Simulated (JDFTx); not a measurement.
Input for JDFTx (a modified build): chlorotrifluoromethane, CClF3 (SMILES FC(F)(F)Cl), charge 0, multiplicity 1, vacuum; lengths in bohr, energies in hartree.

```
lattice \
  21.2594189020 0.0000000000 0.0000000000 \
  0.0000000000 20.7869873709 0.0000000000 \
  0.0000000000 0.0000000000 21.2594189020
coords-type Cartesian
ion F -2.1174502378 -1.3709570246 -2.0096465131 0
ion C -1.2343017499 -0.4561856070 0.1422398668 0
ion F -2.1188719401 1.8638286469 0.4267888870 0
ion F -2.1172024579 -1.8638286469 2.0096465131 0
ion Cl 2.1188719401 -0.4558151466 0.1422438398 0
ion-species pseudo/f_pbe_v1.4.upf
ion-species pseudo/c_pbe_v1.2.upf
ion-species pseudo/cl_pbe_v1.4.upf
elec-cutoff 20 100
elec-ex-corr gga-PBE
symmetries none
coulomb-interaction Isolated
coulomb-truncation-embed 0 0 0
elec-n-bands 19
converge-empty-states yes
electronic-scf nIterations 100 energyDiffThreshold 1e-8
dump-name s0.$VAR
dump End State Ecomponents EigStats BandEigs Forces ElecDensity IonicPositions
```

The minimisation and the closing blocks of the log:

```
Will mix electronic density at each iteration.
SCF: Cycle:  0   Etot: -93.505898786510414   dEtot: -2.344e-01   |Residual|: 3.325e-01   |deigs|: 2.391e-02
SCF: Cycle:  1   Etot: -93.667235835912891   dEtot: -1.613e-01   |Residual|: 1.359e-01   |deigs|: 2.698e-02
SCF: Cycle:  2   Etot: -93.676151058996879   dEtot: -8.915e-03   |Residual|: 6.014e-02   |deigs|: 1.743e-02
SCF: Cycle:  3   Etot: -93.678092723115938   dEtot: -1.942e-03   |Residual|: 1.707e-02   |deigs|: 1.038e-02
SCF: Cycle:  4   Etot: -93.678173175095566   dEtot: -8.045e-05   |Residual|: 5.339e-03   |deigs|: 2.948e-03
SCF: Cycle:  5   Etot: -93.678197847025586   dEtot: -2.467e-05   |Residual|: 2.545e-03   |deigs|: 2.703e-03
SCF: Cycle:  6   Etot: -93.678212350296278   dEtot: -1.450e-05   |Residual|: 1.498e-03   |deigs|: 2.190e-03
SCF: Cycle:  7   Etot: -93.678211482561636   dEtot: +8.677e-07   |Residual|: 1.177e-03   |deigs|: 2.479e-03
SCF: Cycle:  8   Etot: -93.678216971993621   dEtot: -5.489e-06   |Residual|: 1.179e-03   |deigs|: 2.217e-03
SCF: Cycle:  9   Etot: -93.678221108659571   dEtot: -4.137e-06   |Residual|: 4.684e-04   |deigs|: 1.655e-03
SCF: Cycle: 10   Etot: -93.678223914232689   dEtot: -2.806e-06   |Residual|: 3.768e-04   |deigs|: 1.961e-03
SCF: Cycle: 11   Etot: -93.678225268720240   dEtot: -1.354e-06   |Residual|: 3.245e-04   |deigs|: 3.145e-03
SCF: Cycle: 12   Etot: -93.678225711533017   dEtot: -4.428e-07   |Residual|: 2.920e-04   |deigs|: 2.519e-03
SCF: Cycle: 13   Etot: -93.678226076203458   dEtot: -3.647e-07   |Residual|: 9.975e-05   |deigs|: 2.948e-03
SCF: Cycle: 14   Etot: -93.678226177571759   dEtot: -1.014e-07   |Residual|: 6.758e-05   |deigs|: 3.893e-04
SCF: Cycle: 15   Etot: -93.678226311745121   dEtot: -1.342e-07   |Residual|: 4.944e-05   |deigs|: 2.047e-04
SCF: Cycle: 16   Etot: -93.678226353937191   dEtot: -4.219e-08   |Residual|: 2.234e-05   |deigs|: 6.151e-05
SCF: Cycle: 17   Etot: -93.678226403825732   dEtot: -4.989e-08   |Residual|: 2.278e-05   |deigs|: 4.097e-05
SCF: Cycle: 18   Etot: -93.678226419075074   dEtot: -1.525e-08   |Residual|: 1.063e-05   |deigs|: 6.014e-05
SCF: Cycle: 19   Etot: -93.678226438951782   dEtot: -1.988e-08   |Residual|: 7.440e-06   |deigs|: 4.432e-05
SCF: Cycle: 20   Etot: -93.678226445097934   dEtot: -6.146e-09   |Residual|: 4.012e-06   |deigs|: 1.774e-05
SCF: Cycle: 21   Etot: -93.678226452864408   dEtot: -7.766e-09   |Residual|: 3.510e-06   |deigs|: 5.215e-05
SCF: Converged (|Delta E|<1.000000e-08 for 2 iters).
Converging empty states (this may take a while): |deigs|: 6.150e-04

# Ionic positions in cartesian coordinates:
ion F  -2.117450237800000  -1.370957024600000  -2.009646513100000 0
ion F  -2.118871940100000   1.863828646900000   0.426788887000000 0
ion F  -2.117202457900000  -1.863828646900000   2.009646513100000 0
ion C  -1.234301749900000  -0.456185607000000   0.142239866800000 0
ion Cl   2.118871940100000  -0.455815146600000   0.142243839800000 0

# Forces in Cartesian coordinates:
force F  -0.004971856061279  -0.009540138671470  -0.022540688943752 0
force F  -0.004981721882972   0.024322833228830   0.002983177484072 0
force F  -0.004956866158642  -0.014643877497690   0.019531865802552 0
force C   0.013672322832758  -0.000206145923270   0.000026707277357 0
force Cl   0.001271681896911   0.000072500873710   0.000039505283434 0

# Energy components:
   Eewald =      108.6355157380480989
       EH =      188.0860357005863079
     Eloc =     -420.8117378239414847
      Enl =       13.6311390808686408
      Exc =      -20.4719120637230922
 Exc_core =        1.6558453825115846
       KE =       35.5968875327855514
-------------------------------------
     Etot =      -93.6782264528644077


	eMin: -1.263736 at state 0 ( [ +0.000000 +0.000000 +0.000000 ] spin 0 )
	HOMO: -0.314116 at state 0 ( [ +0.000000 +0.000000 +0.000000 ] spin 0 )
	LUMO: -0.057437 at state 0 ( [ +0.000000 +0.000000 +0.000000 ] spin 0 )
	HOMO-LUMO gap: +0.256679
```

The run took 22 electronic cycles; the highest occupied level lies at -8.55 eV from the vacuum level.
